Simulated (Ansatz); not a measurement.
CuAu₃:
```xyz
4
Lattice="4.0111 0.0000 0.0000 0.0000 4.0111 0.0000 0.0000 0.0000 4.0111" Properties=species:S:1:pos:R:3 pbc="T T T"
Au     0.0000     2.0055     2.0055
Au     2.0055     0.0000     2.0055
Au     2.0055     2.0055     0.0000
Cu     0.0000     0.0000     0.0000
```

Relaxed with r²SCAN. Special points in fractions of this cell's reciprocal vectors: Γ (0.000, 0.000, 0.000); X (0.000, 0.500, 0.000); M (0.500, 0.500, 0.000); R (0.500, 0.500, 0.500).

List the band energies nearest the Fermi level at these points for DFT-r²SCAN in the program Ansatz with PAW potentials.

In eV from the Fermi level; about four levels below and three above (degenerate sets whole), none deeper than 8.9 eV; … stands for higher levels left out; points with the same levels are listed once.

```csv
k,below,above
Γ,-1.72 -1.72 -1.72 -1.55 -1.55 -1.55,1.21 1.21 1.21
X,-2.17 -2.01 -1.72 -1.55,5.49 5.73 6.14 6.14
M,-0.81 -0.18 -0.13 -0.13,8.71 9.27 …
R,-0.85 -0.84 -0.84 -0.84,3.00 3.00 3.00
```

Space group Pm-3m (Cu3Au type). The workflow started from an entry of the Crystallography Open Database (COD). Whether it is the stable phase at ambient conditions was not checked. The cell was relaxed with r²SCAN under the symmetry of its start; its stability against distortions is not shown here. No spin polarisation was allowed. Spin–orbit coupling is left out wherever it is not named.

Potentials: the later of the program's two PAW sets.
